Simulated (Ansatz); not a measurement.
How the gradients follow the element M in Ba5Ge2N6 and its analogues

Computed with Ansatz: DFT, r2SCAN, plane waves and PAW, scalar-relativistic, 500 eV cutoff. The cells come from the Materials Project (computed, not necessarily observed phases), with the atoms as given. Calculated pressures reach 3 GPa in size and forces 0.3 eV/Å in them. Spin–orbit coupling is left out, which moves gradients at and beside heavy atoms (Ba, Hf) by some per cent and at some sites by far more. All compounds take space group C2/c with the same Wyckoff sites and nearly the same cell shape, and differ in the element M (Ge, Hf, Zr). Sites are named by their Wyckoff letter. V_zz in 10²¹ V/m².

| M | compound | source | cell edges (Å) | first shell of Ba on e | Ba on e: V_zz (η) | M on f: V_zz (η) |
| --- | --- | --- | --- | --- | --- | --- |
| Ge | Ba5Ge2N6 | MP | 10.782, 7.157, 14.378; β = 99.4° | 6 N at 2.67–3.28 Å; also 2 Ba at 3.67 Å | -13.74 (0.86) | 7.67 (0.71) |
| Hf | Ba5Hf2N6 | MP | 11.267, 7.476, 14.964; β = 96.4° | 2 N at 2.64 Å, angle 114° | 10.32 (0.85) | 32.4 (0.60) |
| Zr | Ba5Zr2N6 | MP | 11.321, 7.537, 14.999; β = 96.3° | 2 N at 2.63 Å, angle 114° | ? | ? |

Question: Estimate the values withheld for Ba5Zr2N6.

Answer: Ba on e: 9.53 (0.94); Zr on f: 13.03 (0.72). Where η is near 1 the sign of V_zz means little.

The crystals are a selection from a larger pool of database entries, not a random sample of it.
